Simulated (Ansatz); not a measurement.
**Barrier of one jump, O in Si**

The calculation used Ansatz, DFT LDA, scalar-relativistic, plane waves, PAW. (420 eV cutoff, 2×2×2 k-mesh, shifted by half a step, Gaussian smearing of 0.02 eV, no spin polarisation)

Host crystal, relaxed:

```
CELL_PARAMETERS angstrom
0.00000 2.70097 2.70097
2.70097 0.00000 2.70097
2.70097 2.70097 0.00000
ATOMIC_POSITIONS crystal
Si 0.75000 0.75000 0.75000
Si 0.50000 0.50000 0.50000
```

In a supercell of 32 host sites, interstitial O hops to an equivalent place, moving 0.86 Å between the relaxed ends. Climbing-image nudged elastic band at fixed cell with images 0 (start) to 6 (end), the path measured over all atoms, converged to 0.05 eV/Å; the order of the saddle wasn't checked, and the small cell leaves errors of about a tenth of an eV.

Supercell rows in host cell vectors: 1 1 -3; -3 1 1; 1 1 1. O was set at (0.000, 0.000, 0.000) of the host cell.

At the relaxed start O has 2 Si at 1.84 Å, 1 Si at 1.92 Å.

(1) What barrier does the band give, and what surrounds the atom at the top?

Results:

(1) 0.04 eV at image 5, where O has 2 Si at 1.79 Å, 1 Si at 2.35 Å, 1 Si at 2.47 Å, 2 Si at 2.58 Å. An image lies below the start, so the start isn't the lowest place along this path.

Cost: 1 run of about 87 core-minutes, on Intel Xeon 6975P-C (Granite Rapids) (shared hosts).